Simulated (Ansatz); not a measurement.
Here is the system:

TiGe2:
Space group Fddd, origin choice 1 (No. 70); a = 5.0376 Å, b = 8.6240 Å, c = 8.7408 Å, α = β = γ = 90.00°

```
atom  site  symmetry       x       y       z
----  ----  --------  ------  ------  ------
Ti      8b       222  0.5000  0.5000  0.5000
Ge     16f       .2.  0.0000  0.1687  0.0000
```
(The calculation used a cell of 6 atoms; values per cell refer to that cell.)

This is the r²SCAN-relaxed structure.

**Question.** All from the program Ansatz at the r²SCAN level (PAW), unless another level is named. Estimate the electronic character.

**Answer.** metallic (no gap).

**Question.** And the density of states at the Fermi level?

**Answer.** 0.32 states/eV per atom (mean over ±0.08 eV).

**Question.** And the formation energy from the elements (no fitted shifts)?

**Answer.** -0.40 eV/atom.

The workflow started from a Materials Project entry (that database holds measured and hypothetical structures alike); the Crystallography Open Database files this formula in space group No. 70, but the cells were not matched. Its standing as an ambient phase is unchecked. The r²SCAN relaxation kept the symmetry of its start; its stability against distortions is not shown here. No spin polarisation was allowed. The references are the lowest solids computed at this level, not always the standard phases. Spin–orbit coupling is left out wherever it is not named.

Potentials: the later of the program's two PAW sets.
